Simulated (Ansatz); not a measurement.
K$_{2}$PtC$_{2}$:
Space group P-3m1 (No. 164); a = 5.0978 Å, b = 5.0978 Å, c = 5.1909 Å, α = 90.00°, β = 90.00°, γ = 120.00°

```
atom  site  symmetry       x       y       z
----  ----  --------  ------  ------  ------
K       2d       3m.  0.6667  0.3333  0.2254
Pt      1b      -3m.  0.0000  0.0000  0.5000
C       2c       3m.  0.0000  0.0000  0.1227
```

Relaxed with PBEsol. The program Ansatz at the PBEsol level (PAW) gives a gap of 0.87 eV.

**Question.** What gap does HSE06 give on the same cell (Ansatz, PAW)?

**Answer.** 1.57 eV, 0.70 eV more. The hybrid was solved on a coarser mesh and at special points; the gap given is the minimum over both.

| k | v1 PBEsol | c1 PBEsol | v1 HSE06 | c1 HSE06 |
|---|---|---|---|---|
| Γ | -1.50 | 3.71 | -1.97 | 4.63 |
| A | 0.00 | 2.04 | (withheld) | (withheld) |
| K | -1.49 | 2.60 | (withheld) | (withheld) |
| H | -0.08 | 1.44 | (withheld) | (withheld) |
| M | -1.39 | 2.15 | (withheld) | (withheld) |
| L | -0.04 | 0.87 | -0.04 | 1.57 |

**Question.** Top valence (v1) and lowest conduction level (c1) in eV from each method's valence maximum (which need not be a listed point): supply the withheld HSE06 values.

**Answer.** 
- A, v1 HSE06: 0.00
- A, c1 HSE06: 2.89
- H, v1 HSE06: -0.08
- H, c1 HSE06: 2.18
- K, v1 HSE06: -1.51
- K, c1 HSE06: 3.44
- M, v1 HSE06: -1.55
- M, c1 HSE06: 2.98

Cost on shared cores: the PBEsol run (SCF on a 6×6×6 mesh, then bands and DOS) around 40 core-seconds (rough), the HSE06 run (SCF on 4×4×3, then a few points) very roughly 2.2 core-minutes; the tasks are unlike.

The workflow started from a Materials Project entry (that database holds measured and hypothetical structures alike); the Crystallography Open Database copy checked does not list it. Whether it is the stable phase at ambient conditions was not checked. The PBEsol relaxation kept the symmetry of its start; whether a distortion lowers the energy is not shown. No spin polarisation was allowed. Spin–orbit coupling is left out wherever it is not named.

Potentials: the later of the program's two PAW sets.
